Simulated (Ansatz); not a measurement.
Below is a relaxed structure of HfB. The cell was found from a structure generator's guess, not taken from experiment.

Theory: DFT PBE, scalar-relativistic, plane waves, PAW in Ansatz 0.2.0. Cutoff 420 eV, Γ-centred mesh, Gaussian smearing, no spin polarisation.

```yaml
crystal:
  lattice:
    - [2.21965, 1.28152, 1.58978]
    - [-2.21965, 1.28152, 1.58978]
    - [0.00000, -2.56303, 1.58978]
  atoms:
    - { symbol: Hf, position: [0.50000, 0.50000, 0.50000] }
    - { symbol: B, position: [0.00000, 0.00000, 0.00000] }
```

Formation energies are uncorrected and refer to the elements' standard structures at the same level.

(1) Find its symmetry and describe it.

(2) How far does it lie from the elements in energy?

(3) Is it a metal?

Answers

(1) R-3m (No. 166), with Hf and B ordered on bcc sites. Conventional cell: a = 4.439 Å, c = 4.769 Å. Hf is surrounded by 2 B at 2.38 Å, 6 B at 2.68 Å and 6 Hf at 3.02 Å; B is surrounded by 2 Hf at 2.38 Å, 6 Hf at 2.68 Å and 6 B at 3.02 Å.

(2) +0.12 eV/atom. It can't be a ground state, since the elements alone are lower.

(3) Yes, bands cross the Fermi level on the 18×18×18 mesh.

The last run used an 18×18×18 mesh for its 2-atom cell and Gaussian smearing of 0.10 eV. Spin–orbit coupling, which can matter for Hf, is left out. The cell is a metal run without spin; a magnetic state may lie lower. A later test with randomly moved atoms led to a structure 540 meV/atom lower, so this end is a saddle point or a shallow minimum.
